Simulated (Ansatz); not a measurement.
The start is a generated trial cell of TiAl in the AFLOW prototype AB_tP4_131_c_e (B17, as in PtS). A full variable-cell relaxation at zero pressure is run with PBE (plane waves to 420 eV, PAW, scalar-relativistic; Ansatz, a quantum-chemistry and plane-wave program). First-step values are on the input's coarse k-mesh.

Ansatz input (later rounds restart from its end on a renewed k-mesh):
Ansatz 0.2 input:
```yaml
crystal:
  lattice:
    - [3.6703859, 0, 0]
    - [0, 3.6703859, 0]
    - [0, 0, 4.5696391]
  atoms:
    - { symbol: Al, position: [0, 0.5, 0] }
    - { symbol: Al, position: [0.5, 0, 0.5] }
    - { symbol: Ti, position: [0, 0, 0.25] }
    - { symbol: Ti, position: [0, 0, 0.75] }
basis: { ecutwfc: 420, ecutrho_ratio: 4, xc_grid: 2, fft_grid_basis: typed }
kpoints: { mp_grid: { grid: [9, 9, 7] } }
hamiltonian:
  xc: pbe
  dispersion: none
  pseudopotentials: { azcp: { folder: ./paw }, kind: paw }
scf: { occupations: { method: fermi_dirac, width: 0.05 } }
relax: { f_tol: 0.01, max_steps: 100, cell: { stress_tol: 0.02 } }
output: { forces: true, stress: true }
```

Task: How does the volume change?

Result: +84.7 %, from 15.39 to 28.43 Å³/atom.

Task: How do the shortest distances between atoms change?

Result: The closest pairs of elements (up to four, under 3.6 Å), start → end: Al–Ti 2.16 → 2.73 Å; Ti–Ti 2.28 → 2.34 Å; Al–Al 3.46 → 4.20 Å.

The space group stays P4₂/mmc (No. 131) (the run could not lower it), with 4 atoms in the primitive cell. Final values are on a 10×10×10 k-mesh of the relaxed cell. The start holds a very short contact (Al–Ti 2.16 Å). No spin polarisation in the result.

The run could not lose the symmetry of its start: the end is stationary, and may be a saddle point rather than a minimum.

All atoms sit on sites fixed by symmetry, so only the cell could relax.

The relaxed structure here is a generated cell of TiAl: the first start was made by placing the elements on the sites of a structure type, and the end was not matched to a known phase here, so it may be hypothetical. Known forms of TiAl include space group No. 123.
